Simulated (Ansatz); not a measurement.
WSe2:
```cif
data_Se2W
_chemical_formula_sum 'W1 Se2'
_space_group_name_H-M_alt 'P-3m1'
_space_group_IT_number 164
_space_group_name_Hall '-P 3 2"'
_cell_length_a 3.33093
_cell_length_b 3.33093
_cell_length_c 6.81961
_cell_angle_alpha 90.000
_cell_angle_beta 90.000
_cell_angle_gamma 120.000
loop_
_atom_site_label
_atom_site_type_symbol
_atom_site_symmetry_multiplicity
_atom_site_Wyckoff_symbol
_atom_site_fract_x
_atom_site_fract_y
_atom_site_fract_z
_atom_site_occupancy
W1 W 1 a 0.00000 0.00000 0.00000 1
Se1 Se 2 d 0.33333 0.66667 0.24527 1
```

Relaxed at zero pressure with r²SCAN in the plane-wave PAW code Ansatz.

Q: The volume is lowered by 3 % and shape and atoms relax at that volume. What pressure results, and how do the axes share the change?

A: 0.8 GPa; a -0.3 %, b -0.3 %, c -2.4 %; the energy rises by 1 meV/atom.

Q: Give the new structure.

A: 
Space group P-3m1 (No. 164); a = b = 3.321 Å, c = 6.653 Å, α = β = 90.00°, γ = 120.00°

```json
[
 {"atom": "W", "site": "1a", "symmetry": "-3m.", "x": "0.0000", "y": "0.0000", "z": "0.0000"},
 {"atom": "Se", "site": "2d", "symmetry": "3m.", "x": "0.3333", "y": "0.6667", "z": "0.2517"}
]
```

The phase is kept; no other phase was compared at this pressure.

The cell is a constructed one: a structure type filled with these elements; the Crystallography Open Database copy checked does not list it. It is not the phase usual at ambient conditions (space group No. 194). Symmetry was held in the r²SCAN relaxation; whether a distortion lowers the energy is not shown. No spin polarisation was allowed. A crystal of weakly bound layers computed without a dispersion correction: the cell and the soft elastic constants depend strongly on that. Scalar-relativistic: spin–orbit coupling is off unless named, which matters more the heavier the elements.

Potentials: the later of the program's two PAW sets.
